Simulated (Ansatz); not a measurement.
Ba$_{3}$PbO (anti-perovskite)

```
CELL_PARAMETERS angstrom
      5.34528     0.00000     0.00000
      0.00000     5.34528     0.00000
      0.00000     0.00000     5.34528
ATOMIC_POSITIONS crystal
  Ba 0.50000 0.00000 0.50000
  Ba 0.00000 0.50000 0.50000
  Ba 0.50000 0.50000 0.00000
  Pb 0.00000 0.00000 0.00000
  O  0.50000 0.50000 0.50000
```

The slice is a {210} plane (indices of the conventional cell) through the point (0.000, 0.500, 0.500) (fractional), spanned by u = [100] and v = [021] in vectors of this cell: u (5.35 Å) and v (11.95 Å, at 90° to u). It covers one period; positions are fractions (u, v).

All values below come from LDA (plane waves to 420 eV, PAW, scalar-relativistic; Ansatz, an electronic-structure program). k mesh 9×9×9. Inside the PAW spheres the values are not all-electron values, and peaks at nuclei hang on which shells count as valence. At this level the bands of Ba3PbO touch or barely overlap. Ba3PbO was relaxed with its symmetry unable to fall. Spin-orbit coupling is left out, though Pb is heavy.

Problem. Sketch the electron localisation function (ELF) on this plane as a map.

Solution. 
```
|x*@+.%@x@%.+@*|
|@@@: *%@%* :@@|
|%#=  .:-:.  =#|
|..           .|
|...  .-=-.  ..|
|===. :*#*: .==|
|+++:.:+#+:.:++|
|=++-..-=-..-++|
|==+=: ... :=+=|
|==++-.   .-++=|
|==++-.   .-++=|
|+++=. ... .=++|
|++=..=#%#=..=+|
|==: -@@@@@- :=|
|-: .#@*x*@#. :|
|:: .%@xxx@%. :|
|-: .#@*x*@#. :|
|==: -@@@@@- :=|
|++=..=#%#=..=+|
|+++=. ... .=++|
|==++-.   .-++=|
|==++-.   .-++=|
|==+=: ... :=+=|
|=++-..-=-..-++|
|+++:.:+#+:.:++|
|===. :*#*: .==|
|...  .-=-.  ..|
|..           .|
|%#=  .:-:.  =#|
|@@@: *%@%* :@@|
|x*@+.%@x@%.+@*|
|xx@+.%xxx%.+@x|
```
Scale: ten equal steps from 0.04 (start of ' ') to 0.87 (end of '@'), in the order ' .:-=+*#%@'. Values: electron localisation function (ELF). The map has 14 points along u (one character each, u = 0 at the left) and 32 along v (v = 0 in the bottom row). Points within 0.5 Å of a nucleus are blanked (x), as the pseudised field means little there.
